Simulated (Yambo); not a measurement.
Yambo run on Sr2MgH6 (space group P-3m1, No. 164). The wavefunctions are LDA (pw.x of Quantum ESPRESSO, ONCV potentials, without SOC) ones on a 3×3×4 mesh (18 occupied bands); a = b = 5.475 Å, c = 4.188 Å, α = β = 90.00°, γ = 120.00°.

Yambo input:

```
rim_cut
HF_and_locXC
RandQpts= 1000000
RandGvec= 1 Ry
EXXRLvcs= 84 Ry
VXCRLvcs= 336 Ry
% QPkrange
 1 | 1 | 18 | 19 |
 3 | 3 | 18 | 19 |
 7 | 7 | 18 | 19 |
 9 | 9 | 18 | 19 |
%
```

k points by index: 1 = Γ, 3 = A, 7 = K, 9 = H.

The o-*.hf file then holds:

```
#    K-point    Band    Eo [eV]    Ehf [eV]    Vxc [eV]    Vnlxc [eV]
#
    1    18    -0.418577    -3.297046    -11.07956    -13.95803
    1    19    2.414880    6.958569    -9.430290    -4.886601
    3    18    -1.797058    -5.070819    -10.56291    -13.83667
    3    19    4.839279    9.718870    -9.961897    -5.082306
    7    18    0.000000    -2.825024    -11.26281    -14.08784
    7    19    3.111612    7.996009    -9.890287    -5.005889
    9    18    -1.925157    -5.233906    -10.63884    -13.94759
    9    19    3.568562    8.801336    -10.15782    -4.925042
```
Exchange alone, without screening.

Geometry of the Materials Project entry, not relaxed at this level.

The structure is a Materials Project entry; no match was found in the copy of COD used, and its stability was not checked.
